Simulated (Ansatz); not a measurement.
**TiHg: two-dimensional strain map**

All numbers below come from DFT r2SCAN, scalar-relativistic, plane waves, PAW in Ansatz. Settings: plane waves to 500 eV, k-mesh 16×16×12 (Γ-centred), Gaussian smearing 0.15 eV. Spin–orbit coupling is left out, which can shift energies with elements as heavy as these. No spin polarisation. Energies are free energies at this smearing, counted from the undisturbed cell; pressure is positive in compression.

The starting cell (as given, not relaxed at this level; it stands at 0.2 GPa, and it needn't be the usual structure):

```
Ti Hg
1.0
     3.00900    0.00000    0.00000
     0.00000    3.00900    0.00000
     0.00000    0.00000    4.04100
Ti Hg
1 1
Direct
  0.50000 0.50000 0.50000
  0.00000 0.00000 0.00000
```

The cell is strained by p along both x and y and by q along z, fractional coordinates fixed. Points are written (p, q).

Energy above the undisturbed cell in meV/atom (a dash: not computed):

```csv
p \ q,-0.050,-0.025,0.000,0.025,0.050
-0.050,191.5,126.6,80.1,49.8,34.0
-0.025,86.2,–,–,–,–
0.000,30.6,–,0.0,–,15.0
0.050,32.0,–,63.4,–,124.5
```

Pressure in GPa:

| p \ q | -0.050 | -0.025 | 0.000 | 0.025 | 0.050 |
| --- | --- | --- | --- | --- | --- |
| -0.050 | 27.0 | 20.9 | 15.7 | 11.3 | 7.4 |
| -0.025 | 16.1 | – | – | – | – |
| 0.000 | 7.5 | – | 0.2 | – | -5.1 |
| 0.050 | -4.4 | – | -8.9 | – | -12.1 |